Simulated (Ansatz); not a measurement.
Values for one crystal, relaxed and computed with r²SCAN in the plane-wave PAW code Ansatz; other levels are named.

| Property | Result |
|---|---|
| Volume per atom | 22.49 Å³ |
| Band gap | 0.91 eV (indirect) |
| Formation energy from the elements (no fitted shifts) | -0.96 eV/atom |
| Smallest direct gap on the standard path | 1.43 eV |
| Valence-band maximum | at Y (k = 0.500, 0.500, 0.000) |
| Hole effective mass | 0.77, 1.3, 1.9 mₑ (principal values) |
| Pressure derivative B′ | 4.7 |

Q: Which of these materials gives this?
(A) PbSe, rock salt
(B) Na2PdSe2, Cmc2_1 (Pearson symbol oS20)
(C) CdSe2, Pa-3 (Cd on 4a, Se on 8c)
(D) NaLaS2, I4_1/amd (Na on 4a, La on 4b, S on 8e)

A: B, Na2PdSe2, Cmc2_1 (Pearson symbol oS20)

The workflow started from a Materials Project entry (that database holds measured and hypothetical structures alike); the Crystallography Open Database copy checked does not list it. Its standing as an ambient phase is unchecked. The cell was relaxed with r²SCAN under the symmetry of its start; whether a distortion lowers the energy is not shown. The run is not spin-polarised. The references are the lowest solids computed at this level, not always the standard phases. Spin–orbit coupling is left out wherever it is not named.

Potentials: the later of the program's two PAW sets.
